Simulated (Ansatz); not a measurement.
NiAs-type TiSe

Method: PBEsol, scalar-relativistic; collinear spin; PAW, 420 eV, 10×10×6 k-mesh, Gaussian smearing of 0.05 eV; code Ansatz. The datasets are Ansatz's generated set soft_2.

```yaml
crystal:
  lattice:
    - [3.35687, 0.00000, 0.00000]
    - [-1.67844, 2.90713, 0.00000]
    - [0.00000, 0.00000, 6.75621]
  atoms:
    - { symbol: Ti, position: [0.00000, 0.00000, 0.00000] }
    - { symbol: Ti, position: [0.00000, 0.00000, 0.50000] }
    - { symbol: Se, position: [0.33333, 0.66667, 0.25000] }
    - { symbol: Se, position: [0.66667, 0.33333, 0.75000] }
```

The Crystallography Open Database holds a cell of this formula and space group, from which this one stands far in volume, proportions or bonds. The database's entry of this formula in the relaxed cell's space group, P6_3/mmc, has axes of 3.559 × 3.559 × 6.220 Å and 17.06 Å³/atom (1963), the relaxed one 3.357 × 3.357 × 6.756 Å and 16.48.

Magnetic state: non-magnetic, site spin moments none.

The cell above was scaled in volume, and shape and atoms were relaxed at each volume within its symmetry. Energies are counted from the cell above.

Cell and atoms are those of this level's equilibrium.

```csv
V (Å³/atom),ΔE (meV/atom),P (GPa)
15.82,10.8,5.5
16.15,2.6,2.6
16.48,0.0,0.0
16.81,2.5,-2.3
17.14,9.6,-4.4
```

(1) What do the points give for the equilibrium volume, the bulk modulus and its pressure derivative (third-order Birch–Murnaghan)?

Answer:

(1) V0 = 16.48 Å³/atom, B0 = 123 GPa, B0′ = 4.5.

B0·V0 = 123.4 GPa × 16.48 Å³ = 12.70 eV/atom sets the scale: near the minimum ΔE ≈ ½ B0 V0 x², with x = V/V0 − 1, and a pressure of 1.2 GPa squeezes the volume by about 1 %. At the ends of the curve: x = −4.0 % predicts 10.1 meV/atom and the run gives 10.8; x = +4.0 % predicts 10.3 meV/atom and the run gives 9.6. Compression costs more and expansion less than the parabola says, since the crystal stiffens as it shrinks; B0′ measures that.

The starting moments died out; a magnetic state reached from other starts isn't excluded. The run is a metal.
